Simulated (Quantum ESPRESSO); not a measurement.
pw.x input (Quantum ESPRESSO 7.5; PBE, PseudoDojo stringent norm-conserving files, scalar-relativistic):

```
&CONTROL
  calculation = 'scf'
  pseudo_dir = './pseudo'
  outdir = './out'
  tprnfor = .true.
  tstress = .true.
/
&SYSTEM
  ibrav = 0
  nat = 2
  ntyp = 2
  ecutwfc = 124.0
  ecutrho = 496.0
  occupations = 'smearing'
  smearing = 'fd'
  degauss = 0.002
  nbnd = 27
/
&ELECTRONS
  conv_thr = 2e-10
/
ATOMIC_SPECIES
Ge 72.6300 Ge.upf
Te 127.6000 Te.upf
CELL_PARAMETERS angstrom
  2.107796801979   1.216937051020   3.692189981000
 -2.107796801979   1.216937051020   3.692189981000
  0.000000000000  -2.433874102040   3.692189981000
ATOMIC_POSITIONS crystal
Ge   0.007291189300   0.007291189300   0.007291189300
Te   0.471701810700   0.471701810700   0.471701810700
K_POINTS automatic
8 8 8 0 0 0
```

End of the output:

```

[...]
     the Fermi energy is    10.4312 ev
!    total energy              =   -1120.30259906 Ry
     estimated scf accuracy    <          1.3E-10 Ry
     smearing contrib. (-TS)   =      -0.00000002 Ry
     internal energy E=F+TS    =   -1120.30259904 Ry
     The total energy is F=E-TS. E is the sum of the following terms:
     one-electron contribution =    -911.32640906 Ry
     hartree contribution      =     436.02999499 Ry
     xc contribution           =    -127.30960593 Ry
     ewald contribution        =    -517.69657903 Ry
     convergence has been achieved in   8 iterations
     Forces acting on atoms (cartesian axes, Ry/au):
     atom    1 type  1   force =     0.00000000    0.00000000   -0.00293800
     atom    2 type  2   force =     0.00000000    0.00000000    0.00293800
     Total force =     0.004155     Total SCF correction =     0.000089
     Computing stress (Cartesian axis) and pressure
          total   stress  (Ry/bohr**3)                   (kbar)     P=        1.52
   0.00001466  -0.00000000   0.00000000            2.16       -0.00        0.00
  -0.00000000   0.00001466   0.00000000           -0.00        2.16        0.00
   0.00000000  -0.00000000   0.00000167            0.00       -0.00        0.25
```
In a gapped system the printed Fermi energy is only some level inside the gap.

Spin-orbit coupling is not included.

Geometry relaxed with PBE+D3(BJ).
